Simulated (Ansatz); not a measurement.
# Mg₃BH₃O₆: O-17 NMR of the central transition

Cell: an entry of the Crystallography Open Database (COD), its atoms then relaxed with PBE in this cell.

```cif
data_Mg3BH3O6
_symmetry_space_group_name_H-M 'P6_3/m'
_symmetry_Int_Tables_number 176
_cell_length_a 8.9240
_cell_length_b 8.9240
_cell_length_c 3.1160
_cell_angle_alpha 90.000
_cell_angle_beta 90.000
_cell_angle_gamma 120.000
loop_
_atom_site_label
_atom_site_type_symbol
_atom_site_symmetry_multiplicity
_atom_site_Wyckoff_symbol
_atom_site_fract_x
_atom_site_fract_y
_atom_site_fract_z
Mg Mg 6 h 0.3750 0.3426 0.2500
B B 2 c 0.3333 0.6667 0.2500
H H 6 h 0.8314 0.8335 0.2500
O15 O 6 h 0.7965 0.7116 0.2500
O21 O 6 h 0.4455 0.6012 0.2500
```

One atom of each set is listed.

All values are calculated (Ansatz; DFT, PBE, plane waves and PAW, scalar-relativistic, 420 eV cutoff, Γ-centred 3×3×7 k-points, Fermi–Dirac smearing 0.02 eV), not measured.

O-17 has I = 5/2 and Q = -25.58 mb (Pyykkö 2018); at 9.4 T its Larmor frequency is ν₀ = 54.3 MHz. Only the quadrupole interaction is simulated: positions count from each site's isotropic chemical shift, and J coupling is left out, as are shift anisotropy and dipolar coupling, which fast spinning averages.

Task: Simulate the second-order pattern (fast magic-angle spinning, Gaussian broadening 0.9 kHz) of site O15 (1 H at 0.97 Å, 3 Mg at 2.03–2.06 Å).

Result: The calculation gives C_Q = -8.24 MHz and η = 0.00, so ν_Q = 1.24 MHz and the centre of gravity lies at -138 ppm (-7.50 kHz).

```json
{"offset (kHz)": "-19.50", "height": "0"}
{"offset (kHz)": "-18.93", "height": "2"}
{"offset (kHz)": "-18.36", "height": "5"}
{"offset (kHz)": "-17.78", "height": "6"}
{"offset (kHz)": "-17.21", "height": "6"}
{"offset (kHz)": "-16.63", "height": "6"}
{"offset (kHz)": "-16.06", "height": "6"}
{"offset (kHz)": "-15.48", "height": "6"}
{"offset (kHz)": "-14.91", "height": "6"}
{"offset (kHz)": "-14.33", "height": "7"}
{"offset (kHz)": "-13.76", "height": "7"}
{"offset (kHz)": "-13.18", "height": "7"}
{"offset (kHz)": "-12.61", "height": "11"}
{"offset (kHz)": "-12.03", "height": "43"}
{"offset (kHz)": "-11.46", "height": "81"}
{"offset (kHz)": "-10.88", "height": "67"}
{"offset (kHz)": "-10.31", "height": "52"}
{"offset (kHz)": "-9.73", "height": "46"}
{"offset (kHz)": "-9.16", "height": "43"}
{"offset (kHz)": "-8.58", "height": "41"}
{"offset (kHz)": "-8.01", "height": "40"}
{"offset (kHz)": "-7.43", "height": "40"}
{"offset (kHz)": "-6.86", "height": "41"}
{"offset (kHz)": "-6.29", "height": "42"}
{"offset (kHz)": "-5.71", "height": "44"}
{"offset (kHz)": "-5.14", "height": "48"}
{"offset (kHz)": "-4.56", "height": "53"}
{"offset (kHz)": "-3.99", "height": "64"}
{"offset (kHz)": "-3.41", "height": "89"}
{"offset (kHz)": "-2.84", "height": "100"}
{"offset (kHz)": "-2.26", "height": "37"}
{"offset (kHz)": "-1.69", "height": "3"}
```

At O15 V_zz points along its shortest bond, to H (within 4°).

At this cell the PBE pressure is 8 GPa, so with PBE the cell would grow if it were relaxed.
